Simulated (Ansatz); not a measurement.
Cs (bcc (W type), space group No. 229), a = b = c = 6.0112 Å, α = β = γ = 90.00°; the cell used has 1 atom.

Relaxed with the program Ansatz at the PBEsol level (PAW). Indices refer to the conventional cell of Im-3m, a = 6.011 Å, b = 6.011 Å, c = 6.011 Å, α = 90.00°, β = 90.00°, γ = 90.00°.

Simulate the powder diffraction pattern (Co Kα, λ = 1.79026 Å; lines above 1 %) up to 2θ = 90°.

Simulated powder pattern, Co Kα, λ = 1.79026 Å (kinematic, ideal powder, no thermal factors, no anomalous dispersion; the 30 strongest lines at most, above 1 %, up to 2θ = 90°):

```tsv
2θ (°)	d (Å)	I/Imax (%)	hkl
24.31	4.251	100	(110)
34.65	3.006	20	(200)
42.79	2.454	46	(211)
49.82	2.125	15	(220)
56.19	1.901	21	(310)
62.11	1.735	5.1	(222)
67.72	1.607	24	(321)
73.12	1.503	2.4	(400)
78.36	1.417	12	(411)+(330)
83.51	1.344	7.0	(420)
88.61	1.282	6.3	(332)
```

The PBEsol relaxation kept the symmetry of its start. Spin–orbit coupling is left out wherever it is not named.

Potentials: the later of the program's two PAW sets.
